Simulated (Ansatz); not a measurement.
In2Se3:
```xyz
5
Lattice="3.9124 0.0000 0.0000 -1.9562 3.3882 0.0000 0.0000 0.0000 9.7980" Properties=species:S:1:pos:R:3 pbc="T T T"
In     0.0000     0.0000     4.1789
In     0.0000     0.0000     8.0845
Se     1.9562     1.1294     6.0349
Se     0.0000     2.2588     2.8095
Se     1.9562     1.1294     9.5111
```

Relaxed with r²SCAN+D4. Special points in fractions of this cell's reciprocal vectors: Γ (0.000, 0.000, 0.000); M (0.500, 0.000, 0.000); K (0.333, 0.333, 0.000); A (0.000, 0.000, 0.500); L (0.500, 0.000, 0.500); H (0.333, 0.333, 0.500).

### Question
List the band energies nearest the valence-band maximum at these points for r²SCAN+D4 with spin–orbit coupling in the plane-wave PAW code Ansatz.

### Answer
In eV from the valence-band maximum; about four levels below and three above (degenerate sets whole), none deeper than 8.9 eV; points with the same levels are listed once.

```tsv
k	below	above
Γ	-0.24 -0.24 0.00 0.00	0.76 0.76 3.27 3.27
M	-0.73 -0.73 -0.59 -0.59	0.61 0.61 2.23 2.23
K	-0.89 -0.82 -0.73 -0.73	0.91 0.93 3.25
A	-0.18 -0.18 -0.09 -0.09	1.74 1.74 2.77 2.77
L	-0.56 -0.56 -0.44 -0.44	1.05 1.05 1.94 1.94
H	-1.32 -1.30 -0.11 -0.08	0.48 0.49 3.84
```

Space group P3m1. The start of the workflow was typed in or built on a structure type; neither database checked (COD, Materials Project) lists it. COD files the formula under space group No. 160, 166, 169, 170. Whether it is the stable phase at ambient conditions was not checked. Symmetry was held in the r²SCAN+D4 relaxation; whether a distortion lowers the energy is not shown.

Potentials: the earlier of the program's two PAW sets.
